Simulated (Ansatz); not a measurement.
CaGaGeH:
```
CaGaGeH
1.0
    4.10200     0.00000     0.00000
   -2.05100     3.55243     0.00000
    0.00000     0.00000     4.65287
Ca Ga Ge H
1 1 1 1
Direct
  0.33333   0.66667   0.99694
  0.00000   0.00000   0.56262
  0.66667   0.33333   0.42354
  0.00000   0.00000   0.93569
```

Relaxed with PBEsol. Special points in fractions of this cell's reciprocal vectors: Γ (0.000, 0.000, 0.000); M (0.500, 0.000, 0.000); K (0.333, 0.333, 0.000); A (0.000, 0.000, 0.500); L (0.500, 0.000, 0.500); H (0.333, 0.333, 0.500).

Q: List the band energies nearest the valence-band maximum at these points for the program Ansatz at the PBEsol with spin–orbit coupling level (PAW).

A: In eV from the valence-band maximum; about four levels below and three above (degenerate sets whole), none deeper than 8.9 eV; points with the same levels are listed once.

```json
[
 {"k": "Γ", "below": "-0.99 -0.99 -0.86 -0.86", "above": "0.82 0.82 2.99 2.99"},
 {"k": "M", "below": "-2.11 -2.11 -1.16 -1.16", "above": "0.27 0.27 1.45 1.45"},
 {"k": "K", "below": "-3.00 -2.96 -1.03 -1.01", "above": "0.41 0.41 2.18 2.18"},
 {"k": "A", "below": "-0.14 -0.14 0.00 0.00", "above": "0.81 0.81 1.32 1.32"},
 {"k": "L", "below": "-2.47 -2.47 -2.32 -2.32", "above": "1.10 1.10 2.67 2.67"},
 {"k": "H", "below": "-3.85 -3.83 -2.19 -2.18", "above": "1.57 1.58 3.34 3.34"}
]
```

Space group P3m1. The first step of the workflow began from a Materials Project structure, measured or hypothetical; the Crystallography Open Database files this formula in space group No. 156, but the cells were not matched. Whether it is the stable phase at ambient conditions was not checked. The cell was relaxed with PBEsol under the symmetry of its start; its stability against distortions is not shown here.

Potentials: the later of the program's two PAW sets.
